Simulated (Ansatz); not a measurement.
Relaxed-ion elastic tensor of TiCo2 (cubic Laves (MgCu2 type), space group No. 227) in GPa (Voigt order), the program Ansatz at the PBEsol level (PAW); density 7.82 g/cm³, 11.73 Å³ per atom.

```
358  167  167  0.0  0.0  0.0
167  358  167  0.0  0.0  0.0
167  167  358  0.0  0.0  0.0
0.0  0.0  0.0  140  0.0  0.0
0.0  0.0  0.0  0.0  140  0.0
0.0  0.0  0.0  0.0  0.0  140
```

Q: Is the crystal mechanically stable?

A: Yes: the smallest eigenvalue of C is 140 GPa.

Q: Work out the Voigt, Reuss and Hill averages.

A: K_V = 231, K_R = 231, K_H = 231; G_V = 122, G_R = 118, G_H = 120 GPa.

Q: Give Young's modulus, Poisson's ratio, Pugh's ratio and the universal anisotropy index.

A: E = 9KG/(3K + G) = 306 GPa; ν = 0.28; K/G = 1.93 (ductile by the Pugh limit of 1.75); A_U = 5G_V/G_R + K_V/K_R − 6 = 0.18.

Q: Estimate the sound speeds and the Debye temperature.

A: v_l = √((K + 4G/3)/ρ) = 7070 m/s, v_t = √(G/ρ) = 3910 m/s, mean 4360 m/s; Θ = (h/k)(3n/4πV)^(1/3) v_m = 571 K.

Q: Give the Zener ratio and Young's modulus along [100], [110] and [111].

A: A = 2C44/(C11 − C12) = 1.46; 1/E = S11 − 2(S11 − S12 − S44/2)Γ with Γ = 0, 1/4, 1/3 gives 252, 318, 348 GPa.

Q: Solve the Christoffel equation for the three sound speeds along [100], [110], [111].

A: Eigenvalues of C_ijkl n_j n_l equal ρv². In km/s, slowest first: [100] 4.22, 4.22, 6.77; [110] 3.49, 4.22, 7.17; [111] 3.75, 3.75, 7.30.

Space group Fd-3m (cubic Laves (MgCu2 type)). The first step of the workflow began from a Materials Project structure, measured or hypothetical; the Crystallography Open Database files this formula in space group No. 227, but the cells were not matched. Its standing as an ambient phase is unchecked. The cell was relaxed with PBEsol under the symmetry of its start; phonons show weakly imaginary modes. The workflow began spin-polarised and lost its moments. As this level gives no gap, shear constants depend on the k-mesh and smearing (Fermi–Dirac, 0.1 eV here). On the denser mesh and wider smearing of the elastic run this cell carries a stress of 0.3 GPa.

Potentials: the later of the program's two PAW sets.
